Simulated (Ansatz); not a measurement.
## La vacancy in LaAl5Ni2

Level of theory: r2SCAN, no spin polarisation, scalar-relativistic; Ansatz, plane waves to 500 eV (PAW set soft_2), k-mesh 4×4×4.

The relaxed host crystal (no gap at this level of theory):

```cif
data_structure
_symmetry_space_group_name_H-M 'P 1'
_symmetry_Int_Tables_number 1
_cell_length_a 6.3004
_cell_length_b 6.3004
_cell_length_c 6.3004
_cell_angle_alpha 142.878
_cell_angle_beta 112.410
_cell_angle_gamma 79.712
_cell_volume 135.97
loop_
_atom_site_label
_atom_site_type_symbol
_atom_site_fract_x
_atom_site_fract_y
_atom_site_fract_z
_atom_site_occupancy
Al1 Al 0.50000 0.00000 0.50000 1
Al2 Al 0.85015 0.66114 0.18901 1
Al3 Al 0.52787 0.33886 0.18901 1
Al4 Al 0.47213 0.66114 0.81099 1
Al5 Al 0.14985 0.33886 0.81099 1
La1 La 0.00000 0.00000 0.00000 1
Ni1 Ni 0.73481 0.23481 0.50000 1
Ni2 Ni 0.26519 0.76519 0.50000 1
```

Supercell of 24 atoms, rows of the matrix [[-1,0,-1],[-1,1,1],[0,2,1]] times the cell vectors; La vacancy at (0.000, 0.000, 0.000) in fractions of the cell above. Atoms are relaxed at the host's cell, from a start shaken by 0.03 Å near the defect. The cell loses 1 of its 3 La, so this is a heavily defective crystal.

Nearest atoms to the empty La site: in the perfect crystal Ni 3.26 Å, Ni 3.26 Å, Ni 3.26 Å, Ni 3.26 Å, Al 3.35 Å, Al 3.35 Å, Al 3.35 Å, Al 3.35 Å; relaxed Ni 3.28 Å, Ni 3.29 Å, Ni 3.29 Å, Ni 3.29 Å, Al 3.30 Å, Al 3.30 Å, Al 3.30 Å, Al 3.31 Å.

```csv
charge,gap of the cell on the mesh (eV)
0,0.00
```

Formation energy of the neutral defect: 4.56 eV, taking atoms from and to the elements' standard states (no corrections for gases), so it belongs to those chemical potentials alone.

Caveats: a metal with Cr, Mn, Fe, Co or Ni was run without spin, and may be magnetic; small supercell, so energies and levels can be off by tenths of an eV; one random start near the defect, so other minima are possible.
